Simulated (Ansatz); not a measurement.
CdPd (L1₀ or tetragonal B2, space group No. 123) at seven volumes, r²SCAN (plane waves, PAW; program Ansatz), shape and atoms relaxed at each. One row is withheld.

```
V (Å³/atom)  P (GPa)
-----------  -------
15.380         15.57
15.887          9.37
16.394             ?
16.901          0.00
17.408         -3.50
17.915         -6.37
18.422         -8.73
```

### Question
Fit the shown pressures and predict the withheld one.

### Answer
P = (3/2)B₀(x^(7/2) − x^(5/2))[1 + (3/4)(B′ − 4)(x − 1)] with x = (V₀/V)^(2/3). Least squares on the six rows gives V₀ = 16.901 Å³/atom, B₀ = 128 GPa, B′ = 5.41. At V = 16.394, x = 1.0205 and P = 4.23 GPa. The run itself gave 4.24 GPa.

Space group P4/mmm (L1₀ or tetragonal B2). The workflow started from an entry of the Crystallography Open Database (COD). Whether it is the stable phase at ambient conditions was not checked. The cell was relaxed with r²SCAN under the symmetry of its start; whether a distortion lowers the energy is not shown. No spin polarisation was allowed.

Potentials: the later of the program's two PAW sets.
